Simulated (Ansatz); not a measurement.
SiB (wurtzite, space group No. 186) under volume change, PBE (plane waves, PAW; program Ansatz), shape and atoms relaxed at each volume.

| V (Å³/atom) | E − E(relaxed) (meV/atom) | P (GPa) |
|---|---|---|
| 11.640 | 43.5 | 13.30 |
| 12.023 | 18.1 | 8.11 |
| 12.407 | 4.2 | 3.61 |
| 12.791 | 0.0 | 0.00 |
| 13.175 | 4.0 | -3.30 |
| 13.558 | 15.5 | -6.26 |
| 13.942 | 33.7 | -8.86 |

What does a third-order Birch–Murnaghan fit give for V₀, B₀ and B′?

V₀ = 12.78 Å³/atom, B₀ = 119 GPa, B′ = 3.7.

Space group P6_3mc (wurtzite). The workflow started from a Materials Project entry (that database holds measured and hypothetical structures alike); the Crystallography Open Database copy checked does not list it. Whether it is the stable phase at ambient conditions was not checked. Symmetry was held in the PBE relaxation; its stability against distortions is not shown here. Its formation energy is positive at this level, so the cell may be metastable or incomplete.

Potentials: the later of the program's two PAW sets.
